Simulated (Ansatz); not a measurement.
## Hf, one cell by several methods

```
CELL_PARAMETERS angstrom
0.00000 2.22000 2.22000
2.22000 0.00000 2.22000
2.22000 2.22000 0.00000
ATOMIC_POSITIONS crystal
Hf 0.00000 0.00000 0.00000
```

Conventional cell: a = 4.440 Å, b = 4.440 Å, c = 4.440 Å, α = 90.00°, β = 90.00°, γ = 90.00°. Hf (atom 1) has 12 Hf at 3.14 Å as nearest neighbours.

The cell is COD entry 1534929, as deposited and not checked against the literature; nothing was relaxed.

Spin–orbit coupling is left out, though it moves levels of the heavy atoms by tenths of an eV or more.

Levels of theory: DFT, PBEsol, PAW with Ansatz's default frozen-core files, scalar-relativistic (Ansatz 0.2.0); DFT, PBEsol, all-electron LAPW, scalar-relativistic (Ansatz 0.2.0).

For PAW: a Γ-centred 16×16×16 k mesh, Fermi–Dirac smearing of 0.03 eV, cutoff 420 eV, no spin polarisation; the PAW files were made with PBE, and the program remakes their frozen cores for this functional. LAPW targets a basis error of 0.25 meV/atom. The Ansatz runs share mesh, smearing and spin set-up. Plane-wave (PAW) pressures include the program's estimate of the Pulay term.

Stress and pressure are positive in compression.

Levels count from the Fermi level.

PAW results:

```tsv
quantity	PAW
pressure (GPa)	-1.62
highest filled level at Γ (eV)	-7.282
lowest empty level at Γ (eV)	1.388
highest filled level at X (eV)	-2.217
lowest empty level at X (eV)	2.661
```

Problem. What does all-electron LAPW give for the same quantities?

Solution. 
```tsv
quantity	LAPW
pressure (GPa)	-1.60
highest filled level at Γ (eV)	-7.283
lowest empty level at Γ (eV)	1.387
highest filled level at X (eV)	-2.217
lowest empty level at X (eV)	2.661
```
